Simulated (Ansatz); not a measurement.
Harmonic vibrational thermodynamics of Al2Pt (fluorite or antifluorite type, Fm-3m) at fixed volume, plane-wave PAW PBE (Ansatz code). The rows extrapolate the 0 K crystal and know nothing of melting or changes of phase.

| T (K) | F_vib (meV/atom) | S (J/K per mol of atoms) | C_V (J/K per mol of atoms) |
|---|---|---|---|
| 50 | 37.1 | 3.0 | 5.6 |
| 100 | 34.0 | 9.3 | 13.2 |
| 200 | ? | 21.2 | ? |
| 300 | -8.9 | 30.0 | 22.8 |
| 400 | -43.6 | 36.7 | 23.7 |
| 600 | -130.5 | 46.5 | 24.4 |
| 800 | ? | 53.6 | ? |
| 1000 | ? | 59.1 | ? |

### Question
What belongs in the gaps?

### Answer

- 1000, C_V (J/K per mol of atoms): 24.7
- 1000, F_vib (meV/atom): -351.5
- 800, F_vib (meV/atom): -234.6
- 800, C_V (J/K per mol of atoms): 24.6
- 200, F_vib (meV/atom): 17.9
- 200, C_V (J/K per mol of atoms): 20.6

Symmetry was held in the PBE relaxation; phonons on a q-mesh show no instability. The run is not spin-polarised. Scalar-relativistic: spin–orbit coupling is off unless named, which matters more the heavier the elements.

Potentials: the later of the program's two PAW sets.
